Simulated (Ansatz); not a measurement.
A scan (energy against volume; even scaling of the relaxed cell, symmetry kept) gave these values. Method: PBE (plane waves to 420 eV, PAW, scalar-relativistic; Ansatz, a program for electronic structure).

| Quantity | Result |
|---|---|
| Bulk modulus B₀ (third-order Birch-Murnaghan fit) | 46.7 GPa |
| Pressure derivative B₀′ (fit) | 4.5 |
| Equilibrium volume of the fit | 31.86 Å³/atom |

Question: Of these crystals, all scanned alike, which one is it?
A. LaTl (CsCl type)
B. C (diamond)
C. FeCo (CsCl type)
D. BeSe (zinc blende)

Answer: A, LaTl (CsCl type). The others have, for the bulk modulus: FeCo 191 GPa, BeSe 75.1 GPa, C 433 GPa

All were relaxed with their symmetry unable to fall. LaTl is run without spin polarisation. Relaxed FeCo ends ferromagnetic. Spin-orbit coupling is left out. Other magnetic orders were not checked, so this need not be the ground state. (This holds for the magnetic or f-shell members.)

(Under strain, the slope of the energy per volume gives the stress and its curvature an elastic modulus.)
